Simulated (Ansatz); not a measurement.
**LiCuO₃: input and output**

input.yaml (Ansatz 0.2.0)

```yaml
crystal:
  lattice:
    - [5.196402, 0.0, 0.0]
    - [-2.598201, 4.50022, 0.0]
    - [-2.598201, 1.500073, 4.531956]
  atoms:
    - { symbol: Li, position: [0.25, 0.75, 0.75] }
    - { symbol: Li, position: [0.75, 0.25, 0.25] }
    - { symbol: Cu, position: [0.0, 0.0, 0.0] }
    - { symbol: Cu, position: [0.5, 0.5, 0.5] }
    - { symbol: O, position: [0.1431, 0.25, 0.2499] }
    - { symbol: O, position: [0.75, 0.6432, 0.2499] }
    - { symbol: O, position: [0.3568, 0.8569, 0.2499] }
    - { symbol: O, position: [0.8569, 0.75, 0.7501] }
    - { symbol: O, position: [0.25, 0.3568, 0.7501] }
    - { symbol: O, position: [0.6432, 0.1431, 0.7501] }
kpoints:
  mp_grid: { grid: [4, 4, 4], shift: [0, 0, 0] }
  band_path:
    path:
      - [0.0, 0.0, 0.0]
      - [0.0, 0.0, 0.5]
      - [0.52058626, -0.26029313, 0.23970687]
      - [0.73970687, -0.47941374, -0.23970687]
      - [0.5, 0.0, 0.0]
      - [0.0, 0.0, 0.0]
      - [0.73970687, -0.36985344, -0.36985344]
      - [0.63014656, -0.36985344, 0.0]
      - [0.5, -0.5, 0.0]
      - [0.0, 0.0, 0.0]
    npoints: 6
magnetization:
  spin_polarized: true
scf:
  occupations: { method: fermi_dirac, width: 0.0969 }
  lower_state_search: "off"
  max_iter: 200
hamiltonian:
  pseudopotentials: { kind: paw }
  xc: r2scan
  hubbard:
    projectors: all-electron-ortho-atomic
    sites:
      - { species: Cu, l: d, u_eff: 1.68 }
      - { species: O, l: p, u_eff: 0.0 }
    v: [{ species: [Cu, O], l: [d, p], v: 0.76, r_cut: 2.352 }]
basis:
  ecutwfc: 500
  fft_grid_basis: typed
output:
  forces: true
  stress: true
  eigenvalues: true
  bader: true
  populations: true
  elf: true
  write_potential: true
  volumetric_format: npy
  dos:
    e_range: [-12, 8]
    de: 0.05
    projected: { site_lists: { Cu: [Cu], Li: [Li], O: [O] } }
checkpoint:
  read: saved_state
```

The run starts from an earlier solution of this cell. Magnetic state (reached from a saved solution, and it need not be the lowest): Cu3 down, Cu4 up, O5 up, O6 up, O7 up, O8 up, O9 up, O10 up.

Output (shortened):

```
Magnetization: 3.9980 μB (41.9990 up, 38.0010 down)
Absolute magnetization: 5.8702 μB (∫|ρ↑−ρ↓|, with the PAW one-centre terms)
Spin contamination: 0.9918 ħ² per cell (⟨S²⟩ above its minimum at these occupations)
Per-site moments (μB) at R_I (Å): [(-0.0065, 0.8427), (-0.0065, 0.8427), (-0.7326, 0.8084), (0.8677, 0.8087), (0.5975, 0.8084), (0.5975, 0.8084), (0.5975, 0.8084), (0.5975, 0.8084), (0.5975, 0.8084), (0.5975, 0.8084)]
Free energy (F): -17073.1885 eV
Harris-Foulkes:  -17073.1885 eV  (|F-HF|=4.30e-8)
Internal energy: -17073.0701 eV  (E = F + TS)
E sigma→0 (E₀):  -17073.1293 eV
Entropy (-TS):   -0.1184 eV (-11.844 meV/atom)
Fermi energy:    4.8657 eV
--- Forces (eV/Å), atoms counted from 1 ---
  atom   1  Li     0.0000     0.0000    -0.0031
  atom   2  Li     0.0000     0.0000     0.0031
  atom   3  Cu     0.0000     0.0000     0.0000
  atom   4  Cu     0.0000     0.0000     0.0000
  atom   5  O     -0.2055    -0.1032    -0.1071
  atom   6  O      0.1921    -0.1263    -0.1071
  atom   7  O      0.0133     0.2296    -0.1071
  atom   8  O      0.2055     0.1032     0.1071
  atom   9  O     -0.1921     0.1263     0.1071
  atom  10  O     -0.0133    -0.2296     0.1071
--- Stress (GPa, compression-positive) ---
       -9.5020       0.0000       0.0000
        0.0000      -9.5020       0.0000
        0.0000       0.0000      -8.8753
  P = ⅓ Tr σ = -9.2931 GPa (-92.931 kbar)
--- Löwdin populations: 10 sites ---
  site symbol       q [e]    m [muB]
     0     Li      2.2714    -0.0260
     1     Li      2.2714    -0.0260
     2     Cu     17.4659    -0.6818
     3     Cu     17.5136     0.7222
     4      O      6.6755     0.6805
     5      O      6.6755     0.6805
     6      O      6.6755     0.6805
     7      O      6.6755     0.6805
     8      O      6.6755     0.6805
     9      O      6.6755     0.6805
  spilling = 0.0053 (of n_electrons = 80.0000)
--- Bader charges: 10 sites ---
  site symbol  charge [e]  shift [e]    m [muB]
     0     Li      0.9158     0.0004    -0.0071
     1     Li      0.9158     0.0004    -0.0071
     2     Cu      1.4928     0.0088    -0.7322
     3     Cu      1.4531     0.0085     0.8188
     4      O     -0.7962     0.0030     0.6543
     5      O     -0.7962     0.0030     0.6543
     6      O     -0.7962     0.0030     0.6543
     7      O     -0.7962     0.0030     0.6543
     8      O     -0.7962     0.0030     0.6543
     9      O     -0.7962     0.0030     0.6543
```

Total energies depend on the potentials used, so only differences within one code and one set of settings carry meaning.

Origin: a known structure type with other elements, at an estimated volume, so it need not be a known compound. Caveats: the k mesh is coarse if the cell is a metal.
